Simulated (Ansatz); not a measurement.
The start is a relaxed TiAl3 cell shaken by Gaussian noise of σ = 0.08 Å a coordinate. The structure is fully relaxed (lattice and positions, P = 0) with PBEsol (plane waves to 420 eV, PAW, scalar-relativistic; Ansatz, an electronic-structure program). First-step values are on the input's coarse k-mesh.

Ansatz input (later rounds restart from its end on a renewed k-mesh):
Ansatz 0.2 input:
```yaml
crystal:
  lattice:
    - [7.4828170528, 0, 0]
    - [-3.7414085264, 6.4803096596, 0]
    - [0, 0, 2.8595856052]
  atoms:
    - { symbol: Al, position: [0.3230289899, -0.0001600616, 0.009149348] }
    - { symbol: Al, position: [0.2965931643, 0.3003163685, 0.5092714507] }
    - { symbol: Al, position: [0.0071077317, 0.3272341381, 0.0067795882] }
    - { symbol: Al, position: [0.6676062386, 0.0022535482, 0.5073097995] }
    - { symbol: Al, position: [0.6888461533, 0.6617807105, 0.0098690224] }
    - { symbol: Al, position: [0.0126946517, 0.6787653124, 0.4694655243] }
    - { symbol: Ti, position: [0.3303267051, 0.6526831645, 0.2402996435] }
    - { symbol: Ti, position: [0.6594981778, 0.3213784193, 0.7525674859] }
basis: { ecutwfc: 420, ecutrho_ratio: 4, xc_grid: 2, fft_grid_basis: typed }
kpoints: { mp_grid: { grid: [5, 5, 11] } }
hamiltonian:
  xc: pbesol
  dispersion: none
  pseudopotentials: { kind: paw }
scf: { occupations: { method: fermi_dirac, width: 0.05 } }
relax: { f_tol: 0.01, max_steps: 100, cell: { stress_tol: 0.02 } }
output: { forces: true, stress: true }
```

Task: What is the largest force in the starting geometry, and on which atom (counted from 1)?

Result: 1.30 eV/Å, on Ti7 (atoms numbered as listed).

Task: How does the volume per atom move from start to end?

Result: -6.9 %, from 17.33 to 16.13 Å³/atom.

Task: Is the parent structure recovered?

Result: It does not go back: it reaches P2₁/m (No. 11), 0.30 eV/atom below the parent.

Task: How do the shortest distances between atoms change?

Result: The closest pairs of elements (up to four, under 3.6 Å), start → end: Al–Ti 2.52 → 2.75 Å; Al–Al 2.68 → 2.72 Å; Ti–Ti 2.86 → 2.79 Å.

Task: What band gap does the relaxed structure have at this level?

Result: No gap (metallic).

Final values are on a 8×16×8 k-mesh of the relaxed cell. No spin polarisation in the result.

The relaxed structure here is a generated cell of TiAl3: the first start was made by placing the elements on the sites of a structure type, and the end was not matched to a known phase here, so it may be hypothetical. Known forms of TiAl3 include space group No. 139.
